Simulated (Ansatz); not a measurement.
**Two states of TiS4I2**

```
CELL_PARAMETERS angstrom
4.18166 0.00000 0.00000
-2.09083 3.62142 0.00000
-2.09083 1.20714 13.41751
ATOMIC_POSITIONS crystal
S 0.45900 0.54100 0.37700
S 0.29400 0.70600 0.88200
S 0.87200 0.12800 0.61600
S 0.04000 0.96000 0.12000
Ti 0.39600 0.60400 0.18800
I 0.16600 0.83400 0.49800
I 0.93700 0.06300 0.81100
```

Level: r2SCAN; 500 eV; 5×5×5 Γ-centred mesh; fermi-dirac occupations (width 0.1 eV); Ansatz 0.2.0, fixed geometry.

State A: no moments (no spin polarisation). State B: S3 up, Ti5 up (collinear spin).

Question: Which state is lower, and how do they differ?

Answer: State B is lower by 26.3 meV an atom at zero smearing; in free energy at this smearing B lies -21.8 meV an atom from A.

```csv
state,free energy (meV/atom),largest moment in a small sphere (μB),net moment (μB/cell),gap on mesh (eV),pressure (GPa),largest force (eV/Å)
A,21.8,0.00,0.00,metal,-0.9,3.07
B,0.0,1.04,1.89,metal,-0.3,2.51
```

Origin: a known structure type with other elements, at an estimated volume, so it need not be a known compound. Caveats: the k mesh is coarse if the cell is a metal; atoms or cell far from equilibrium.
